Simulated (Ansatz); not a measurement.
Relaxed SrTl (CsCl type):

```xyz
4
Lattice="7.8976 0.0000 0.0000 0.0000 3.9488 0.0000 0.0000 0.0000 3.9488" Properties=species:S:1:pos:R:3 pbc="T T T"
Sr     0.0000     0.0000     0.0000
Sr     3.9488     0.0000     0.0000
Tl     1.9744     1.9744     1.9744
Tl     5.9232     1.9744     1.9744
```

A phonon eigenvector at X = (0.5, 0.0, 0.0) is frozen into this cell: atom i moves by Q times the vector below, so Q is the largest atomic displacement, in Å. The cell is held. (q is in reciprocal vectors of the primitive cell; the cell shown is doubled to hold the pattern.)

```tsv
atom	x	y	z
Tl3	-1.000	0.000	0.000
Tl4	1.000	0.000	0.000
```

Atoms not listed stay in place.

Computed with LDA (plane waves to 420 eV, PAW, scalar-relativistic; Ansatz, an electronic-structure program). k mesh 6×12×12 (Γ-centred), Fermi-Dirac smearing 0.05 eV. The energy includes the smearing's −TS. With partly filled bands, energies and forces of such displacements shift with the k mesh and the smearing. Spin-orbit coupling is left out, though Tl is heavy. SrTl was relaxed with its symmetry unable to fall. The zero of ΔE is the undisplaced structure. The last digit holds for this mesh only.

```tsv
Q (Å)	ΔE (meV/cell)
-0.180	53.07
-0.150	34.85
-0.120	21.13
-0.090	withheld
-0.060	4.79
-0.030	1.15
0.000	0.00
0.030	1.15
0.060	4.79
0.090	withheld
0.120	21.13
0.150	34.85
0.180	53.07
```

Task: Fit an even polynomial form (powers 2, 4, 6) to the given rows and predict ΔE at Q = 0.090.

Result: Least squares on the 11 given rows: ΔE = (1289)·Q² + (13430)·Q⁴ + (-82360)·Q⁶, in meV/cell with Q in Å; root-mean-square residual 0.019 meV/cell. At 0.090 the fit gives 11.28 meV/cell; the calculation gives 11.31 meV/cell, so the interpolation is off by -0.03 (-0.3 %). The quadratic term alone would give 10.44 meV/cell.

(A displaced cell: forces are minus the slopes of the energy, force constants its curvatures, and phonons follow from these.)
